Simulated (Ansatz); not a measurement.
A geometry of HfO2 away from equilibrium: the start of the relaxation of a generated cell, HfO2 built in the AFLOW prototype AB2_cF48_227_c_e (as in Ti2C). Level of theory: PBE (plane waves to 420 eV, PAW, scalar-relativistic; Ansatz, a quantum-chemistry and plane-wave program). Γ-centred k-mesh 4×4×4 on the run's cell (coarser than for final values), Fermi–Dirac smearing 0.05 eV.

```xyz
12
Lattice="0.0000 4.0882 4.0882 4.0882 0.0000 4.0882 4.0882 4.0882 0.0000" Properties=species:S:1:pos:R:3 pbc="T T T"
Hf     5.1103     5.1103     5.1103
Hf     5.1103     3.0662     3.0662
Hf     3.0662     5.1103     3.0662
Hf     3.0662     3.0662     5.1103
O      7.1135     7.1135     7.1135
O      7.1135     5.1511     5.1511
O      5.1511     7.1135     5.1511
O      5.1511     5.1511     7.1135
O      3.1070     3.1070     3.1070
O      3.1070     5.0694     5.0694
O      5.0694     3.1070     5.0694
O      5.0694     5.0694     3.1070
```

Question: Which atoms carry the largest force, and which way does it point?

Answer: 0.90 eV/Å, on O5, O6, O7, O8, O9, O10, O11, O12 (atoms numbered as listed); on O6 its components are (0.52, -0.52, -0.52).

Question: What is the pressure?

Answer: +56.4 GPa, compression positive.

No spin polarisation in the result.

The run could not lose the symmetry of its start: the end is stationary, and may be a saddle point rather than a minimum.

The end of the path is a generated cell of HfO2: the first start was made by placing the elements on the sites of a structure type, and the end was not matched to a known phase here, so it may be hypothetical. Known forms of HfO2 include space group No. 14, 29, 137, 225.
